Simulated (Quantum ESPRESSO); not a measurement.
Computed NMR tensors in Cs₂LiScF₆

```yaml
crystal:
  lattice:
    - [0.00000, 4.39574, 4.39574]
    - [4.39574, 0.00000, 4.39574]
    - [4.39574, 4.39574, 0.00000]
  atoms:
    - { symbol: Cs, position: [0.75000, 0.75000, 0.75000] }
    - { symbol: Cs, position: [0.25000, 0.25000, 0.25000] }
    - { symbol: Li, position: [0.50000, 0.50000, 0.50000] }
    - { symbol: Sc, position: [0.00000, 0.00000, 0.00000] }
    - { symbol: F, position: [0.76533, 0.23467, 0.23467] }
    - { symbol: F, position: [0.23467, 0.76533, 0.76533] }
    - { symbol: F, position: [0.23467, 0.76533, 0.23467] }
    - { symbol: F, position: [0.76533, 0.23467, 0.76533] }
    - { symbol: F, position: [0.23467, 0.23467, 0.76533] }
    - { symbol: F, position: [0.76533, 0.76533, 0.23467] }
```
Geometry: a computed entry of the Materials Project; it was not checked against measured cells. It is Cs2LiScF6 in Fm-3m; whether this form has been observed was not checked. Stability against distortions was not tested. The run has no spin polarisation.

These are absolute shieldings with no macroscopic susceptibility term; δ = σ_ref − σ needs a reference computed alike. By our sweeps, such settings leave a few ppm in absolute σ on light atoms and up to some 20 ppm from Zn on. Spin–orbit coupling is left out; its weight grows with the heaviest atom, Cs here. PBE places the empty d or f states of Sc too low, which is known to distort σ on and beside such ions. Static lattice: thermal averaging is not included.

Ω = σ33 − σ11 of the symmetric part; where symmetry doesn't make it nil, it is less certain than σ_iso.

### Question
What do the calculations give at each independent site (shieldings by PBE GIPAW on JTH datasets (Quantum ESPRESSO, modified build), 22.5 Ha, k-mesh 3×3×3 shifted, f-sum rule met within 0.002 %)?

### Answer
| site | site symmetry | σ_iso (ppm) | span Ω (ppm) |
|---|---|---|---|
| Cs (atoms 1, 2) | -43m | 5462 | 0 |
| Li (atom 3) | m-3m | 84 | 0 |
| Sc (atom 4) | m-3m | 751 | 0 |
| F (atoms 5, 6, 7, 8, 9, 10) | 4mm | 137 | 207 |
